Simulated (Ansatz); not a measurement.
AgW:
```cif
data_AgW
_chemical_formula_sum 'Ag1 W1'
_space_group_name_H-M_alt 'Pm-3m'
_space_group_IT_number 221
_space_group_name_Hall '-P 4 2 3'
_cell_length_a 3.17622
_cell_length_b 3.17622
_cell_length_c 3.17622
_cell_angle_alpha 90.000
_cell_angle_beta 90.000
_cell_angle_gamma 90.000
loop_
_atom_site_label
_atom_site_type_symbol
_atom_site_symmetry_multiplicity
_atom_site_Wyckoff_symbol
_atom_site_fract_x
_atom_site_fract_y
_atom_site_fract_z
_atom_site_occupancy
Ag1 Ag 1 a 0.00000 0.00000 0.00000 1
W1 W 1 b 0.50000 0.50000 0.50000 1
```

Relaxed with PBEsol.

Task: Which orbitals make up the states near the Fermi level in plane-wave PAW PBEsol (Ansatz code)?

Result: Within 0.5 eV of the Fermi level: W 5d 81 %, Ag 4d 6 %, outside the projected shells 8 %. Projections are on Löwdin-orthogonalised atomic valence shells; empty p or d shells of many metals are not among them.

Task: Tabulate the density of states.

Result: States/eV per cell of 2 atoms, in 0.25 eV bins, energy from the Fermi level.

```
E (eV)  total  Ag 4d  W 5d  W 6s
------  -----  -----  ----  ----
-7.85    0.19   0.01  0.00  0.09
-7.60    0.23   0.01  0.01  0.11
-7.35    0.29   0.03  0.01  0.13
-7.10    0.69   0.27  0.06  0.21
-6.85    1.77   0.95  0.20  0.40
-6.60    3.01   1.92  0.41  0.44
-6.35    3.87   2.81  0.57  0.29
-6.10    3.55   2.74  0.56  0.07
-5.85    7.18   6.06  0.91  0.03
-5.60    5.94   5.09  0.67  0.04
-5.35    4.67   4.15  0.41  0.01
-5.10    4.79   4.27  0.30  0.05
-4.85    3.58   3.08  0.21  0.09
-4.60    1.59   1.15  0.17  0.11
-4.35    1.36   0.95  0.16  0.12
-4.10    1.12   0.74  0.14  0.12
-3.85    0.56   0.17  0.15  0.12
-3.60    0.59   0.16  0.19  0.11
-3.35    0.70   0.18  0.29  0.10
-3.10    0.88   0.25  0.39  0.08
-2.85    0.94   0.32  0.42  0.03
-2.60    0.79   0.23  0.41  0.03
-2.35    1.03   0.24  0.51  0.08
-2.10    1.25   0.24  0.71  0.10
-1.85    1.52   0.26  0.96  0.12
-1.60    1.98   0.33  1.31  0.16
-1.35    2.10   0.32  1.50  0.11
-1.10    2.40   0.36  1.82  0.06
-0.85    2.73   0.39  2.09  0.04
-0.60    1.98   0.24  1.53  0.02
-0.35    1.83   0.12  1.47  0.02
-0.10    2.83   0.18  2.20  0.04
0.15     1.95   0.12  1.54  0.04
0.40     1.54   0.09  1.36  0.03
0.65     1.62   0.09  1.41  0.04
0.90     1.17   0.08  0.97  0.04
1.15     1.09   0.09  0.88  0.04
1.40     1.23   0.11  0.99  0.05
1.65     1.94   0.18  1.62  0.06
1.90     4.01   0.36  3.46  0.06
2.15     1.85   0.17  1.50  0.06
2.40     0.84   0.06  0.61  0.05
2.65     0.53   0.03  0.35  0.05
2.90     0.43   0.02  0.28  0.04
3.15     0.37   0.02  0.24  0.04
3.40     0.31   0.01  0.17  0.04
3.65     1.11   0.01  0.61  0.29
3.90     1.05   0.02  0.50  0.26
4.15     0.86   0.02  0.34  0.20
4.40     0.76   0.01  0.26  0.18
4.65     0.69   0.01  0.19  0.15
```

The start of the workflow was typed in or built on a structure type; neither database checked (COD, Materials Project) lists it. Its standing as an ambient phase is unchecked. The PBEsol relaxation kept the symmetry of its start. At this level the phase is mechanically unstable. The run is not spin-polarised. Its formation energy is positive at this level, so the cell may be metastable or incomplete. Spin–orbit coupling is left out wherever it is not named.

Potentials: the earlier of the program's two PAW sets. The files were generated under PBE; for other functionals the program regenerates the frozen cores, and for LDA and PBEsol the local potential too.
